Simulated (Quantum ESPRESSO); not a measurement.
# Li3Ru2TiCuAl: input and log of a self-consistent run

Simulated, not a measurement. The program is pw.x of Quantum ESPRESSO 7.5 (plane-wave density functional theory). The cell is made up: eight metal atoms on a face-centred cubic lattice, with elements, volume, strain and displacements drawn at random and not relaxed, so it may be unstable or far from any real phase. PseudoDojo standard norm-conserving files set the functional (PBE unless stated); there is no spin polarisation or spin-orbit coupling, the Fermi-Dirac width of 0.25 eV means electrons at about 2900 K, and the masses in the input are unused placeholders. The copper pseudopotential is less sure than most, with forces differing by about three percent and pressure by about two GPa from a second method on plain copper. A spin test at this wide smearing found no moment, but such smearing suppresses magnetism that the real alloy may have.

Input:

```
&control calculation='scf', pseudo_dir='./dojo.nc.sr.pbe.v0_5.standard.upf', outdir='./o', disk_io='minimal', tprnfor=.true., tstress=.true. /
&system ibrav=0, nat=8, ntyp=5, nbnd=50, ecutwfc=92.02030273, nosym=.true., tot_charge=0,
 occupations='smearing', smearing='fd', degauss=0.0183746611
/
&electrons conv_thr=1.470e-08, electron_maxstep=70, mixing_beta=0.5 /
ATOMIC_SPECIES
Al 1.0 Al.upf
Cu 1.0 Cu.upf
Li 1.0 Li.upf
Ru 1.0 Ru.upf
Ti 1.0 Ti.upf
CELL_PARAMETERS angstrom
2.0481 4.0962 2.0481
2.0481 -4.0962 2.0481
2.0481 0.0 -6.1442
ATOMIC_POSITIONS angstrom
Li -0.0794 -0.0514 -0.1816
Ru 2.0097 -2.0285 -0.1183
Ti 2.0882 -0.0958 -2.0003
Cu 4.1935 -2.0851 -1.9822
Al 1.9738 0.0953 2.0816
Li 2.013 2.0492 0.0905
Li 4.0101 -0.0685 -0.1088
Ru 4.1863 1.9546 -2.0747
K_POINTS automatic
5 5 4 1 1 1
```

The log is shortened where brackets say so; the opening notice, blank lines, dates and the lines on written files are dropped, and the path of the files is cut. It prints rydbergs, bohrs and kilobars, and counts compression as positive stress. Its total energy is the free energy E - TS of the whole cell.

```
     Program PWSCF v.7.5
     Parallel version (MPI & OpenMP), running on       4 processor cores
     Number of MPI processes:                 4
     Threads/MPI process:                     1
     [start-up lines left out]
     bravais-lattice index     =            0
     lattice parameter (alat)  =       9.4804  a.u.
     unit-cell volume          =     927.6086 (a.u.)^3
     number of atoms/cell      =            8
     number of atomic types    =            5
     number of electrons       =        75.00
     number of Kohn-Sham states=           50
     kinetic-energy cutoff     =      92.0203  Ry
     charge density cutoff     =     368.0812  Ry
     scf convergence threshold =      1.5E-08
     mixing beta               =       0.5000
     number of iterations used =            8  plain     mixing
     Exchange-correlation= PBE
                           (   1   4   3   4   0   0   0)
     [axes and pseudopotential details left out]
   Cartesian axes
     site n.     atom                  positions (alat units)
         1        Li     tau(   1) = (  -0.0158268  -0.0102456  -0.0361984  )
         2        Ru     tau(   2) = (   0.4005940  -0.4043414  -0.0235808  )
         3        Ti     tau(   3) = (   0.4162414  -0.0190958  -0.3987203  )
         4        Cu     tau(   4) = (   0.8358914  -0.4156235  -0.3951124  )
         5        Al     tau(   5) = (   0.3934381   0.0189962   0.4149259  )
         6        Li     tau(   6) = (   0.4012518   0.4084676   0.0180394  )
         7        Li     tau(   7) = (   0.7993342  -0.0136541  -0.0216871  )
         8        Ru     tau(   8) = (   0.8344562   0.3896109  -0.4135505  )
     number of k points=    50  Fermi-Dirac smearing, width (Ry)=  0.0184
                       cart. coord. in units 2pi/alat
        k(    1) = (   0.2602585   0.0000000  -0.0153095), wk =   0.0400000
        k(    2) = (   0.4133534   0.0000000  -0.1684045), wk =   0.0400000
     [further k points left out]
     Dense  grid:   110597 G-vectors     FFT dimensions: (  60,  60,  75)
     Estimated max dynamical RAM per process >     300.21 MB
     Estimated total dynamical RAM >       1.09 GB
     Initial potential from superposition of free atoms
     starting charge      74.9804, renormalised to      75.0000
     Starting wfcs are   50 randomized atomic wfcs
     total cpu time spent up to now is        3.1 secs
     per-process dynamical memory:   227.3 Mb
     Self-consistent Calculation
     iteration #  1     ecut=    92.02 Ry     beta= 0.50
     Davidson diagonalization with overlap
     ethr =  1.00E-02,  avg # of iterations =  5.8
     total cpu time spent up to now is       10.0 secs
     total energy              =    -943.87108883 Ry
     estimated scf accuracy    <       9.26060666 Ry
     iteration #  2     ecut=    92.02 Ry     beta= 0.50
     Davidson diagonalization with overlap
     ethr =  1.00E-02,  avg # of iterations =  3.0
     total cpu time spent up to now is       16.0 secs
     total energy              =    -947.93481716 Ry
     estimated scf accuracy    <      29.16922687 Ry
     iteration #  3     ecut=    92.02 Ry     beta= 0.50
     Davidson diagonalization with overlap
     ethr =  1.00E-02,  avg # of iterations =  2.5
     total cpu time spent up to now is       21.7 secs
     total energy              =    -949.66054967 Ry
     estimated scf accuracy    <      18.64979072 Ry
     iteration #  4     ecut=    92.02 Ry     beta= 0.50
     Davidson diagonalization with overlap
     ethr =  1.00E-02,  avg # of iterations =  2.0
     total cpu time spent up to now is       26.4 secs
     total energy              =    -950.30626258 Ry
     estimated scf accuracy    <       4.14582881 Ry
     iteration #  5     ecut=    92.02 Ry     beta= 0.50
     Davidson diagonalization with overlap
     ethr =  5.53E-03,  avg # of iterations =  1.7
     total cpu time spent up to now is       31.2 secs
     total energy              =    -950.23513376 Ry
     estimated scf accuracy    <       2.25301126 Ry
     [iterations 6 to 12 left out]
     iteration # 13     ecut=    92.02 Ry     beta= 0.50
     Davidson diagonalization with overlap
     ethr =  4.97E-08,  avg # of iterations =  1.0
     total cpu time spent up to now is       73.3 secs
     total energy              =    -950.06620561 Ry
     estimated scf accuracy    <       0.00000337 Ry
     iteration # 14     ecut=    92.02 Ry     beta= 0.50
     Davidson diagonalization with overlap
     ethr =  4.49E-09,  avg # of iterations =  1.2
     total cpu time spent up to now is       77.6 secs
     total energy              =    -950.06620564 Ry
     estimated scf accuracy    <       0.00000048 Ry
     iteration # 15     ecut=    92.02 Ry     beta= 0.50
     Davidson diagonalization with overlap
     ethr =  6.43E-10,  avg # of iterations =  2.3
     total cpu time spent up to now is       82.8 secs
     total energy              =    -950.06620575 Ry
     estimated scf accuracy    <       0.00000079 Ry
     iteration # 16     ecut=    92.02 Ry     beta= 0.50
     Davidson diagonalization with overlap
     ethr =  6.43E-10,  avg # of iterations =  1.6
     total cpu time spent up to now is       87.3 secs
     total energy              =    -950.06620579 Ry
     estimated scf accuracy    <       0.00000006 Ry
     iteration # 17     ecut=    92.02 Ry     beta= 0.50
     Davidson diagonalization with overlap
     ethr =  7.49E-11,  avg # of iterations =  2.0
     total cpu time spent up to now is       92.0 secs
     End of self-consistent calculation
     [lines on levels left out]
!    total energy              =    -950.06620580 Ry
     estimated scf accuracy    <          2.8E-09 Ry
     smearing contrib. (-TS)   =      -0.09995388 Ry
     internal energy E=F+TS    =    -949.96625191 Ry
     The total energy is F=E-TS. E is the sum of the following terms:
     one-electron contribution =    -632.77933795 Ry
     hartree contribution      =     331.94093840 Ry
     xc contribution           =    -144.02175849 Ry
     ewald contribution        =    -505.10609388 Ry
     convergence has been achieved in  17 iterations
     Forces acting on atoms (cartesian axes, Ry/au):
     atom    1 type  3   force =    -0.00274673    0.00269817    0.02904438
     atom    2 type  4   force =    -0.01059178    0.00499054    0.01250373
     atom    3 type  5   force =     0.01352139   -0.00552698   -0.02988247
     atom    4 type  2   force =    -0.01989715   -0.00251050    0.00937112
     atom    5 type  1   force =     0.00077251   -0.01262497   -0.00948484
     atom    6 type  3   force =    -0.00660801   -0.00302983   -0.01293919
     atom    7 type  3   force =     0.02053158    0.00132896    0.01409343
     atom    8 type  4   force =     0.00501820    0.01467459   -0.01270616
     Total force =     0.065133     Total SCF correction =     0.000035
     Computing stress (Cartesian axis) and pressure
          total   stress  (Ry/bohr**3)                   (kbar)     P=     -133.32
  -0.00078041  -0.00010560   0.00006265         -114.80      -15.53        9.22
  -0.00010560  -0.00107127  -0.00001642          -15.53     -157.59       -2.41
   0.00006265  -0.00001642  -0.00086716            9.22       -2.41     -127.56
     init_run     :      2.87s CPU      2.98s WALL (       1 calls)
     electrons    :     88.69s CPU     88.92s WALL (       1 calls)
     forces       :      0.88s CPU      0.88s WALL (       1 calls)
     stress       :      3.03s CPU      3.04s WALL (       1 calls)
     [timing details left out]
     PWSCF        :   1m35.55s CPU   1m35.91s WALL
     JOB DONE.
```

In other units: free energy -12926.309 eV for the cell, pressure -13.33 GPa, largest force component 0.768 eV/Å in size. The run took 98 s of wall time with four MPI processes on a shared machine (AMD EPYC, Zen 5, virtual cores), so the time is rough. A rerun of this cell at a higher cutoff and on a denser mesh moved values by no more than 0.004 eV in energy, 0.02 GPa in stress and 0.005 eV/Å in force, and a second program with other atomic files agreed on that cell to 2 % rms in force and 0.5 GPa in pressure.